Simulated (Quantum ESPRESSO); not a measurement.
# Band energies of RhCuO2 at +2 % isotropic strain

```xyz
4
Lattice="1.5662 0.9043 5.7502 -1.5662 0.9043 5.7502 0.0000 -1.8085 5.7502" Properties=species:S:1:pos:R:3 pbc="T T T"
O      0.0000     0.0000    15.3851
O      0.0000     0.0000     1.8656
Cu     0.0000     0.0000     0.0000
Rh     0.0000     0.0000     8.6254
```

norm-conserving PBEsol (Quantum ESPRESSO, 92 Ry, no spin-orbit coupling); path ΓLB1,BZΓX,QFP1Z,LP; energies in eV from the valence-band maximum.

```
k (1/Å)  point  band 20  band 21  band 22  band 23  band 24  band 25  band 26  band 27
-------  -----  -------  -------  -------  -------  -------  -------  -------  -------
0.00         Γ    -1.77    -1.77    -1.47    -1.47    -0.67     1.87     2.71     2.71
0.53              -1.76    -1.57    -1.10    -0.66    -0.51     1.75     2.41     2.48
1.17         L    -1.31    -1.29    -0.79    -0.61    -0.55     1.74     2.34     3.06
1.78              -1.51    -1.22    -1.22    -0.38    -0.07     1.72     1.80     4.77
1.91        B1    -1.53    -1.26    -1.19    -0.46    -0.01     1.78     1.83     4.44
1.91         B    -1.53    -1.26    -1.19    -0.46    -0.01     1.78     1.83     4.44
2.33              -1.68    -1.07    -0.90    -0.62    -0.61     1.23     1.91     3.58
2.97              -1.66    -1.60    -1.02    -0.96    -0.19     2.03     2.39     3.25
3.18         Z    -1.63    -1.63    -1.07    -1.07    -0.21     2.44     2.44     3.00
3.51              -1.64    -1.64    -1.40    -1.40    -0.42     2.09     2.62     2.62
3.72         Γ    -1.77    -1.77    -1.47    -1.47    -0.67     1.87     2.71     2.71
4.12              -1.80    -1.65    -1.05    -1.02    -0.60     2.03     2.10     2.69
4.61              -1.55    -1.37    -0.64    -0.47    -0.33     1.47     1.72     3.53
5.09         X    -1.49    -1.27    -1.19    -0.44    -0.02     1.75     1.83     4.71
5.09         Q    -1.49    -1.27    -1.19    -0.44    -0.02     1.75     1.83     4.71
5.73         F    -1.29    -1.29    -0.78    -0.76    -0.25     1.54     2.59     2.86
5.73        P1    -1.29    -1.29    -0.78    -0.78    -0.30     1.54     2.52     2.91
6.10              -1.44    -1.39    -1.11    -0.60    -0.44     0.83     2.33     3.56
6.65              -1.66    -1.60    -1.04    -0.98    -0.19     2.10     2.41     3.21
6.83         Z    -1.63    -1.63    -1.07    -1.07    -0.21     2.44     2.44     3.00
6.83         L    -1.31    -1.29    -0.79    -0.61    -0.55     1.74     2.34     3.06
7.20         P    -1.29    -1.29    -0.78    -0.78    -0.30     1.54     2.52     2.91
```

The PBEsol gap is 0.60 eV; at least one edge lies off the plotted path, at a point of the SCF mesh. The smallest direct gap is 0.89 eV. Another valence extremum on the path lies within 0.02 eV, too close to call.

Spin-orbit splittings are left out. The 3d shell has no Hubbard U; the runs are without spin polarisation, and magnetic order was not tried.

Geometry strained from the cell relaxed with PBEsol, atoms relaxed again.
